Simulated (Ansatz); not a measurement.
LaN (zinc blende, space group No. 216), r²SCAN (plane waves, PAW; program Ansatz), all energies at zero smearing, with the estimated change up to a 700 eV cutoff added, with one set of potentials and settings (totals compare only within such a set). Cell of 2 atoms (1 N, 1 La): -6652.563 eV.

```
element                reference phase  E (eV/atom)
-------  -----------------------------  -----------
N            Pa-3, 8 atoms in the cell    -384.8341
La       P6_3/mmc, 4 atoms in the cell   -6264.8722
```

Formation energy per atom, worked out: (-6652.563 − 1×(-384.8341) − 1×(-6264.8722))/2 = -1.428 eV/atom (-138 kJ per mol of atoms), at 0 K, without zero-point energy or fitted corrections.

Space group F-43m (zinc blende). The start of the workflow was typed in or built on a structure type; neither database checked (COD, Materials Project) lists it. COD files the formula under space group No. 225. Its standing as an ambient phase is unchecked. The cell was relaxed with r²SCAN under the symmetry of its start; its stability against distortions is not shown here. The references are the lowest solids computed at this level, not always the standard phases (solids in place of the gases). Scalar-relativistic: spin–orbit coupling is off unless named, which matters more the heavier the elements.

Potentials: the earlier of the program's two PAW sets.
